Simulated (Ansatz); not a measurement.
AgI₂:
```yaml
crystal:
  lattice:
    - [4.05499, 0.00000, 0.00000]
    - [0.00000, 4.05499, 0.00000]
    - [0.00000, 0.00000, 6.88723]
  atoms:
    - { symbol: Ag, position: [0.00000, 0.00000, 0.50000] }
    - { symbol: I, position: [0.50000, 0.00000, 0.76996] }
    - { symbol: I, position: [0.00000, 0.50000, 0.23004] }
```

Relaxed with r²SCAN. Special points in fractions of this cell's reciprocal vectors: Γ (0.000, 0.000, 0.000); X (0.000, 0.500, 0.000); M (0.500, 0.500, 0.000); Z (0.000, 0.000, 0.500); R (0.000, 0.500, 0.500); A (0.500, 0.500, 0.500).

Task: List the band energies nearest the Fermi level at these points for r²SCAN in the plane-wave PAW code Ansatz.

Result: In eV from the Fermi level; about four levels below and three above (degenerate sets whole), none deeper than 8.9 eV; points with the same levels are listed once.

```json
[
 {"k": "Γ", "below": "-3.07 -0.91 -0.91 -0.15", "above": "0.46 0.46 3.68"},
 {"k": "X", "below": "-2.89 -2.31 -1.47 -1.19", "above": "0.01 0.07 5.46"},
 {"k": "M", "below": "-1.74 -1.55 -1.03 -1.03", "above": "4.22 4.87 4.87"},
 {"k": "Z", "below": "-2.45 -1.22 -0.61 -0.61", "above": "0.09 0.09 5.11"},
 {"k": "R", "below": "-3.02 -2.96 -0.75 -0.41", "above": "0.01 0.09 4.08"},
 {"k": "A", "below": "-2.15 -1.25 -1.18 -1.18", "above": "5.66 6.02 6.02"}
]
```

Space group P-4m2. The first step of the workflow began from a Materials Project structure, measured or hypothetical; the Crystallography Open Database copy checked does not list it. Its standing as an ambient phase is unchecked. Symmetry was held in the r²SCAN relaxation; its stability against distortions is not shown here. The run is not spin-polarised. A crystal of weakly bound layers computed without a dispersion correction: the cell and the soft elastic constants depend strongly on that. With an odd number of electrons in the cell and no spin polarisation, the count alone makes it a metal. Scalar-relativistic: spin–orbit coupling is off unless named, which matters more the heavier the elements.

Potentials: the later of the program's two PAW sets.
